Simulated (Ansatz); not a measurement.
# Si7Ge (P-43m), random displacements

Method: DFT r2SCAN, scalar-relativistic, plane waves, PAW (Ansatz 0.2.0). Settings: plane waves to 500 eV, k-mesh 6×6×6 (Γ-centred), Gaussian smearing 0.05 eV. No spin polarisation. Energies are free energies at this smearing, counted from the undisturbed cell; pressure is positive in compression.

Reference structure (as given, not relaxed at this level, and it needn't be the usual structure):

```yaml
crystal:
  lattice:
    - [5.46540, 0.00000, 0.00000]
    - [0.00000, 5.46540, 0.00000]
    - [0.00000, 0.00000, 5.46540]
  atoms:
    - { symbol: Si, position: [0.25262, 0.25262, 0.25262] }
    - { symbol: Si, position: [0.00000, 0.50000, 0.50000] }
    - { symbol: Si, position: [0.50000, 0.50000, 0.00000] }
    - { symbol: Si, position: [0.50000, 0.00000, 0.50000] }
    - { symbol: Si, position: [0.74738, 0.25262, 0.74738] }
    - { symbol: Si, position: [0.74738, 0.74738, 0.25262] }
    - { symbol: Si, position: [0.25262, 0.74738, 0.74738] }
    - { symbol: Ge, position: [0.00000, 0.00000, 0.00000] }
```

The atoms are displaced (Å, in the unstrained cell):

| atom | ux | uy | uz |
| --- | --- | --- | --- |
| Si1 | -0.050 | -0.112 | 0.317 |
| Si2 | 0.094 | 0.146 | 0.071 |
| Si3 | -0.035 | -0.015 | 0.009 |
| Si4 | -0.140 | 0.210 | 0.039 |
| Si5 | 0.128 | -0.123 | -0.271 |
| Si6 | -0.015 | -0.148 | -0.078 |
| Si7 | 0.055 | -0.011 | -0.176 |
| Ge8 | -0.037 | 0.052 | 0.090 |

The cell is not strained.

What are the energy change, the stress and the forces?

ΔE = 422.3 meV/atom; stress (xx, yy, zz, yz, xz, xy; compression positive) (7.26, 4.66, 2.68, -1.83, 9.05, 0.95) GPa.
```csv
atom,Fx (eV/Å),Fy,Fz
Si1,-3.63,4.45,-5.89
Si2,-2.61,-1.81,-1.94
Si3,-0.35,-1.64,-0.97
Si4,4.52,-5.46,1.82
Si5,0.38,1.73,3.11
Si6,0.07,1.84,0.73
Si7,1.36,1.82,4.00
Ge8,0.26,-0.92,-0.87
```

Cost: 1 run of about 3.2 core-minutes, on Intel Xeon Processor @ 2.50GHz (Skylake/Cascade Lake) (shared hosts).